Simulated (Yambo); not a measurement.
Quantum ESPRESSO input (LDA, PseudoDojo standard norm-conserving files, scalar-relativistic) whose wavefunctions are converted with p2y:

```
&CONTROL
  calculation = 'nscf'
  pseudo_dir = './pseudo'
  outdir = './out'
/
&SYSTEM
  ibrav = 0
  nat = 10
  ntyp = 4
  ecutwfc = 88.0
  ecutrho = 352.0
  occupations = 'fixed'
  force_symmorphic = .true.
  nbnd = 337
/
&ELECTRONS
  conv_thr = 1e-08
  diago_full_acc = .true.
  diago_thr_init = 1e-08
/
ATOMIC_SPECIES
F 18.9984 F.upf
Rb 85.4678 Rb.upf
Rh 102.9055 Rh.upf
Ag 107.8682 Ag.upf
CELL_PARAMETERS angstrom
  0.000000000000   4.422235000000   4.422235000000
  4.422235000000   0.000000000000   4.422235000000
  4.422235000000   4.422235000000   0.000000000000
ATOMIC_POSITIONS crystal
F   0.229620000000   0.229620000000   0.770380000000
F   0.770380000000   0.770380000000   0.229620000000
F   0.770380000000   0.229620000000   0.229620000000
F   0.229620000000   0.770380000000   0.770380000000
F   0.229620000000   0.770380000000   0.229620000000
F   0.770380000000   0.229620000000   0.770380000000
Rb   0.250000000000   0.250000000000   0.250000000000
Rb   0.750000000000   0.750000000000   0.750000000000
Rh   0.000000000000   0.000000000000   0.000000000000
Ag   0.500000000000   0.500000000000   0.500000000000
K_POINTS automatic
1 1 1 0 0 0
```

Yambo's initialisation report on symmetry, reciprocal space, the k grid and the gaps on this mesh:

```
  [02.02] Symmetries
  ==================

  Inversion symmetry    : yes
  Spatial inversion     : yes
  Inversion index       :  25
  K-space Time-reversal : no
  Magnetic symmetries   : no
  Group table correct   : yes
  Symmetries units      :  [cc]

  [02.03] Reciprocal space
  ========================

  nG shells         :   833
  nG charge         :  130149
  nG WFs            :  16361
  nC WFs            :  16361
  G-vecs. in first 80 shells:  [ Number ]
     1    9   15   27   51   59   65   89  113
    137   169   181   229   259   283   307   331   339
    387   411   459   531   537   561   609   645   701
    725   749   821   869   893   941   965  1037  1067
   1139  1211  1243  1291  1363  1411  1459  1471  1591
   1639  1687  1759  1807  1837  1893  1917  1989  2085
   2109  2133  2229  2277  2397  2421  2445  2565  2637
   2685  2733  2741  2837  2891  2975  3071  3119  3143
    3215   3287   3383   3479   3527   3647   3695   3719
  ...
  Shell energy in first 80 shells:  [ mHa ]
    0.00000      211.987      282.650      565.299      777.286      847.949      1130.60      1342.59      1413.25
    1695.90      1907.88      2261.20      2473.18      2543.85      2826.50      3038.48      3109.15      3391.80
    3603.78      3674.44      3957.09      4169.08      4522.39      4734.38      4805.04      5087.69      5299.68
    5370.34      5652.99      5864.98      5935.64      6218.29      6430.28      6783.59      6995.58      7066.24
    7348.89      7560.88      7631.54      8126.18      8196.84      8479.49      8691.48      9044.79      9256.77
    9327.44      9610.09      9822.07      9892.74      10175.4      10387.4      10458.0      10740.7      10952.7
    11306.0      11518.0      11588.6      11871.3      12083.3      12153.9      12436.6      12648.6      12719.2
    13001.9      13213.9      13567.2      13779.2      13849.8      14132.5      14344.5      14415.1      14697.8
    14909.8      14980.4      15263.1      15475.1      15828.4      16040.4      16111.0      16393.7
  ...

  [02.04] K-grid lattice
  ======================

  Compatible Grid is   : 0D
  K lattice UC volume  :  0.212514 [a.u.]

  IBZ K-points                                      :  1
  BZ  K-points                                      :  1

  K/Q-points units:
  rlu = crystal or reduced units; cc = cartesian coordinates; iku = interal k-units

  K [1]          [rlu]:  0.000000  0.000000  0.000000
         WF components:  16361

  [02.05] Energies & Occupations
  ==============================

  [X] === General ===
  [X] Electronic Temperature                        :  0.000000  0.000000 [eV K]
  [X] Bosonic    Temperature                        :  0.000000  0.000000 [eV K]
  [X] Finite Temperature mode                       : no
  [X] El. density                                   :  0.55503E+24 [cm-3]
  [X] Fermi Level                                   :  5.323245 [eV]

  [X] === Gaps and Widths ===
  [X] Conduction Band Min                           :  2.280014 [eV]
  [X] Valence Band Max                              :  0.000000 [eV]
  [X] Filled Bands                                  :   48
  [X] Empty Bands                                   :    49   337
  [X] Direct Gap                                    :  2.280014 [eV]
  [X] Direct Gap localized at k                     :  1
```
The gaps are LDA values on this mesh alone; only operations without fractional translations are kept.

Spin-orbit coupling is not included.

Geometry of the Materials Project entry, not relaxed at this level.
